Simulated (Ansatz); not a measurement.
GaSb:
```yaml
crystal:
  lattice:
    - [4.32891, 0.00000, 0.00000]
    - [-2.16445, 3.74894, 0.00000]
    - [0.00000, 0.00000, 14.20170]
  atoms:
    - { symbol: Ga, position: [0.66667, 0.33333, 0.99976] }
    - { symbol: Sb, position: [0.66667, 0.33333, 0.18774] }
    - { symbol: Ga, position: [0.00000, 0.00000, 0.25048] }
    - { symbol: Sb, position: [0.00000, 0.00000, 0.43702] }
    - { symbol: Ga, position: [0.33333, 0.66667, 0.49976] }
    - { symbol: Sb, position: [0.33333, 0.66667, 0.68774] }
    - { symbol: Ga, position: [0.00000, 0.00000, 0.75048] }
    - { symbol: Sb, position: [0.00000, 0.00000, 0.93702] }
```

Relaxed with r²SCAN. Special points in fractions of this cell's reciprocal vectors: Γ (0.000, 0.000, 0.000); M (0.500, 0.000, 0.000); K (0.333, 0.333, 0.000); A (0.000, 0.000, 0.500); L (0.500, 0.000, 0.500); H (0.333, 0.333, 0.500).

Task: List the band energies nearest the valence-band maximum at these points for the program Ansatz at the r²SCAN with spin–orbit coupling level (PAW).

Result: In eV from the valence-band maximum; about four levels below and three above (degenerate sets whole), none deeper than 8.9 eV; points with the same levels are listed once.

```csv
k,below,above
Γ,-0.07 -0.07 0.00 0.00,0.21 0.21 0.33 0.33
M,-1.87 -1.87 -1.41 -1.41,0.53 0.53 0.69 0.69
K,-2.54 -2.47 -2.00 -2.00,1.54 1.54 2.24 2.24 2.24
A,-0.28 -0.28 -0.28 -0.28,0.46 0.46 0.46 0.46
L,-1.75 -1.75 -1.75 -1.75,0.92 0.92 0.92 0.92
H,-2.38 -2.38 -2.33 -2.33,1.60 1.60 1.64 1.64
```

Space group P6_3mc. The start of the workflow was typed in or built on a structure type; the Crystallography Open Database copy checked does not list it. It is not the phase usual at ambient conditions (space group No. 216). The cell was relaxed with r²SCAN under the symmetry of its start; whether a distortion lowers the energy is not shown.

Potentials: the earlier of the program's two PAW sets.
